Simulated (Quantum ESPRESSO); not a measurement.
# Kohn-Sham bands of SnO (Pmn2₁)

```xyz
4
Lattice="3.3550 0.0000 0.0000 0.0000 5.6741 0.0000 0.0000 0.0000 4.2220" Properties=species:S:1:pos:R:3 pbc="T T T"
Sn     0.0000     1.3159    -2.0555
Sn     1.6775    -1.3159     0.0555
O      0.0000    -0.6171    -1.1110
O      1.6775     0.6171     1.0000
```

Cell from Materials Project (mp-545552), symmetrised, no further relaxation. Not found in the COD (Crystallography Open Database) copy used, which has the formula in other groups; not checked further. Method: PBEsol plane waves in Quantum ESPRESSO 7.5 (PseudoDojo norm-conserving files, 68 Ry, no spin polarisation, no spin-orbit coupling), Bloch states on a 10×6×8 mesh through Γ, Wannier90 4.0.1. Density: 10×6×8 mesh, cold smearing 0.01 Ry. The cell is built of weakly bound layers, chains or molecules, whose nearest atoms lie 3.86 Å apart. Database cells relaxed without dispersion often hold them too far apart, which can enlarge gaps and weakens couplings between them; spacing and stacking were not compared with the measured crystal. Spin-orbit coupling is left out although heavy elements are present.

Energies are relative to the valence-band maximum; weights are on the orthonormalised atomic waves of the pseudopotential files, averaged over the group. 40 electrons a cell are treated as valence.

```json
[
 {"bands": "1–10", "from (eV)": "-21.14", "to (eV)": "-20.56", "filling": "filled", "weight on atomic waves": "?"},
 {"bands": "11–12", "from (eV)": "-18.64", "to (eV)": "-16.86", "filling": "filled", "weight on atomic waves": "?"},
 {"bands": "13–20", "from (eV)": "-8.09", "to (eV)": "0.00", "filling": "filled", "weight on atomic waves": "?"}
]
```

Task: Which atomic shells make up each group?

Result: 
- 1–10, weight on atomic waves: Sn 4d 98 %
- 11–12, weight on atomic waves: O 2s 73 %, Sn 5p 12 %, Sn 4d 11 %
- 13–20, weight on atomic waves: O 2p 62 %, Sn 5s 19 %, Sn 5p 16 %

The Kohn-Sham gap over both meshes and the path is 1.29 eV.
